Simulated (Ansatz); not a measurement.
## VN2: clamped-ion elastic tensor

These are results of DFT PBE, scalar-relativistic, plane waves, PAW in Ansatz 0.2.0, not measurements. Settings: 420 eV plane-wave cutoff, Γ-centred 12×12×12 mesh, Fermi-Dirac smearing of 0.15 eV. No spin polarisation.

Relaxed structure:
```yaml
crystal:
  lattice:
    - [-2.15130, 2.15130, 2.49459]
    - [2.15130, -2.15130, 2.49459]
    - [2.15130, 2.15130, -2.49459]
  atoms:
    - { symbol: V, position: [0.25000, 0.25000, 0.00000] }
    - { symbol: V, position: [0.75000, 0.75000, 0.00000] }
    - { symbol: N, position: [0.11357, 0.61357, 0.72715] }
    - { symbol: N, position: [0.61357, 0.88643, 0.50000] }
    - { symbol: N, position: [0.88643, 0.38643, 0.27285] }
    - { symbol: N, position: [0.38643, 0.11357, 0.50000] }
```

In a metal, frequencies and elastic constants depend on the k mesh and the smearing, soft modes and shear constants most. A semilocal functional can close a gap that the real compound has.

Problem. Give the clamped-ion elastic constants (GPa, Voigt order xx yy zz yz xz xy, on the axes of the cell above).

Solution.
C11 = 673.8, C12 = 224.9, C13 = 140.5, C22 = 673.8, C23 = 140.5, C33 = 574.0, C44 = 192.5, C55 = 192.5, C66 = 307.2 GPa; the others vanish.

Problem. And the moduli of a polycrystal (Hill averages)?

Solution. B = 323 GPa, G = 229 GPa, E = 556 GPa, ν = 0.21.

Cost: 1 run of about 2.3 core-minutes, on Intel Xeon Platinum 8488C (Sapphire Rapids) (shared hosts).